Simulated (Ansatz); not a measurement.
SrO:
```cif
data_OSr
_chemical_formula_sum 'Sr1 O1'
_space_group_name_H-M_alt 'P 1'
_space_group_IT_number 1
_cell_length_a 3.67340
_cell_length_b 3.67340
_cell_length_c 3.67340
_cell_angle_alpha 60.000
_cell_angle_beta 60.000
_cell_angle_gamma 60.000
loop_
_space_group_symop_operation_xyz
  'x, y, z'
loop_
_atom_site_label
_atom_site_type_symbol
_atom_site_fract_x
_atom_site_fract_y
_atom_site_fract_z
_atom_site_occupancy
Sr1 Sr 0.00000 0.00000 0.00000 1
O1 O 0.50000 0.50000 0.50000 1
```

Relaxed with PBE.

Question: Decompose the optical modes at the zone centre into irreducible representations, and say which are infrared and Raman allowed.

Answer: Point group m-3m: Γ_opt = T1u. Infrared: T1u. Raman: none.

Question: Assign frequencies (DFPT, PBE in the plane-wave PAW code Ansatz; without the LO–TO term).

Answer: T1u 189 cm⁻¹.

Space group Fm-3m (rock salt). The PBE relaxation kept the symmetry of its start; phonons on a q-mesh show no instability.

Potentials: the later of the program's two PAW sets.
